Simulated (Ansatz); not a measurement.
A geometry of Be away from equilibrium: step 2 of the relaxation of a relaxed Be cell displaced along its unstable phonon at q = (½, ½, ½) of its primitive reciprocal cell (206i cm⁻¹), largest move 0.15 Å. These are PBE (plane waves to 420 eV, PAW, scalar-relativistic; Ansatz, a first-principles code) values and carry that method's errors. Γ-centred k-mesh 20×20×20 on the run's cell (coarser than for final values), Fermi–Dirac smearing 0.05 eV.

```xyz
4
Lattice="-2.2448 2.2098 7.3092 0.0000 0.0000 7.3092 0.0000 2.2098 0.0000" Properties=species:S:1:pos:R:3:forces:R:3 pbc="T T T" free_energy=-369.561 pressure_GPa=-1.8
Be     0.0000     2.5517     6.2308    0.0000    0.3793    0.3006
Be    -1.1224     2.9727     9.8854    0.0000   -0.3793    0.3006
Be    -2.2448     4.0775     8.3876    0.0000   -0.3793   -0.3006
Be    -1.1224     3.6566     4.7330    0.0000    0.3793   -0.3006
```

Positions in Å, forces in eV/Å, free energy of the cell in eV (comparable only within this code, potentials and settings). Largest force: 0.48 eV/Å, on Be1, Be2, Be3, Be4 (atoms numbered as listed); the geometry lies 0.09 eV/atom above the end of its relaxation.

No spin polarisation in the result.

The run could not lose the symmetry of its start: the end is stationary, and may be a saddle point rather than a minimum.

The end of the path is a generated cell of Be: the first start was made by placing the elements on the sites of a structure type, and the end was not matched to a known phase here, so it may be hypothetical. Known forms of Be include space group No. 194.
